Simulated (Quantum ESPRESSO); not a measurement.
```
CELL_PARAMETERS angstrom
      3.12859     0.00000     0.00000
     -1.56429     2.70944     0.00000
      0.00000     0.00000     5.01696
ATOMIC_POSITIONS crystal
  Al 0.66667 0.33333 0.49929
  Al 0.33333 0.66667 0.99929
  N  0.66667 0.33333 0.88868
  N  0.33333 0.66667 0.38868
```
The cell was made here from a computed Materials Project entry: N3 and its equivalents moved by 0.04 Å along (0.00, 0.00, 1.00), space group kept. The parent is AlN in P6₃mc. Stability against distortions was not tested.

A lattice sum over point charges, one formal value an element (Al +3, N -3), with no Sternheimer factor, costs far less than a self-consistent run. Taken along the main axis of each site's self-consistent tensor, it gives:

```tsv
site	V along that axis, point charges (a.u.)
Al (atoms 1, 2)	0.021
```

How do the values of PBE PAW (JTH datasets; density from pw.x of a modified build of Quantum ESPRESSO, gradients reconstructed from it by a script) compare?


```
site  Vzz, PAW (a.u.)  PAW over point charges
----  ---------------  ----------------------
Al              0.138                     6.7
```
  Cores are frozen. Against all-electron runs on small test molecules, this scheme's |Vzz| missed by −7 % on Al.
